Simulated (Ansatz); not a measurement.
TiNi in space group P2_1/m (No. 11; Ti on 2e, Ni on 2e), plane-wave PAW PBEsol (Ansatz code), all energies at zero smearing, with the estimated change up to a 700 eV cutoff added, with one set of potentials and settings (totals compare only within such a set). Cell of 4 atoms (2 Ti, 2 Ni): -16559.416 eV.

```tsv
element	reference phase	E (eV/atom)
Ti	P6/mmm, 3 atoms in the cell	-2473.9117
Ni	Fm-3m, 1 atoms in the cell, spin-polarised	-5804.9762
```

Formation energy per atom, worked out: (-16559.416 − 2×(-2473.9117) − 2×(-5804.9762))/4 = -0.410 eV/atom (-40 kJ per mol of atoms), at 0 K, without zero-point energy or fitted corrections.

The first step of the workflow began from a Materials Project structure, measured or hypothetical; the Crystallography Open Database files this formula in space group No. 11, but the cells were not matched. Whether it is the stable phase at ambient conditions was not checked. Symmetry was held in the PBEsol relaxation; of distortions, only those at the zone centre were tested. The run is not spin-polarised. The references are the lowest solids computed at this level, not always the standard phases.

Potentials: the later of the program's two PAW sets.
